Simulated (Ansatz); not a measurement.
The slice is one period of a {110} plane through atoms; its size isn't given.

Computed with r2SCAN (plane waves to 500 eV, PAW, scalar-relativistic; Ansatz, a first-principles code). Near the nuclei the fields are pseudised (PAW); where an atom keeps semicore shells as valence, they peak there.

```
|5555554433221100000000112233445555|
|5555444433221100000000112233444455|
|4444443322111100000000111122334444|
|3333332211110000000000001111223333|
|2222221111000000000000000011112222|
|2222111111000000000000000011111122|
|3333222211000000000000000011222233|
|5555443322110000000000001122334455|
|7777665533110000000000001133556677|
|8888776644221100000000112244667788|
|9999887755331100000000113355778899|
|9999887755331100000000113355778899|
|9999887755331100000000113355778899|
|8888776644221100000000112244667788|
|7777665533110000000000001133556677|
|5555443322110000000000001122334455|
|3333222211000000000000000011222233|
|2222111111000000000000000011111122|
|2222221111000000000000000011112222|
|3333332211110000000000001111223333|
|4444443322111100000000111122334444|
|5555444433221100000000112233444455|
|5555554433221100000000112233445555|
|5555554433221100000000112233445555|
```
Scale: ten equal steps from -0.89 (start of '0') to 1.55 (end of '9'), in the order '0123456789'. Values: log₁₀ of the valence density in e/Å³. The map has 17 points along u (two characters each, u = 0 at the left) and 24 along v (v = 0 in the bottom row). The scale is logarithmic, as a density can span decades between atoms and voids.

```
|xxxxxx999977441100001144779999xxxx|
|xxxx9999997744110000114477999999xx|
|9999999988663311111111336688999999|
|9999887766442211111111224466778899|
|4444444433221111111111112233444444|
|0000000000001111111111110000000000|
|1111110000000000111100000000001111|
|7766553311000000111100000011335566|
|9999886633000000000000000033668899|
|xxxx9988551100000000000011558899xx|
|xxxxxx997722000000000000227799xxxx|
|xxxxxx997733000000000000337799xxxx|
|xxxxxx997722000000000000227799xxxx|
|xxxx9988551100000000000011558899xx|
|9999886633000000000000000033668899|
|7766553311000000111100000011335566|
|1111110000000000111100000000001111|
|0000000000001111111111110000000000|
|4444444433221111111111112233444444|
|9999887766442211111111224466778899|
|9999999988663311111111336688999999|
|xxxx9999997744110000114477999999xx|
|xxxxxx999977441100001144779999xxxx|
|xxxxxx999977441100001144779999xxxx|
```
Scale: ten equal steps from 0.10 (start of '0') to 0.83 (end of '9'), in the order '0123456789'. Values: electron localisation function (ELF). The map has 17 points along u (two characters each, u = 0 at the left) and 24 along v (v = 0 in the bottom row). Points within 0.5 Å of a nucleus are blanked (x), as the pseudised field means little there.

**Question.** Which relaxed crystal do these maps come from?
(A) HfN (rock salt)
(B) TiC (rock salt)
(C) PbTe (rock salt)

**Answer.** A, HfN (rock salt). Atoms on the slice: N at (0.00, 0.00); Hf at (0.00, 0.50)

All were relaxed with their symmetry unable to fall. HfN is run without spin polarisation. Spin-orbit coupling is left out. TiC is run without spin polarisation.
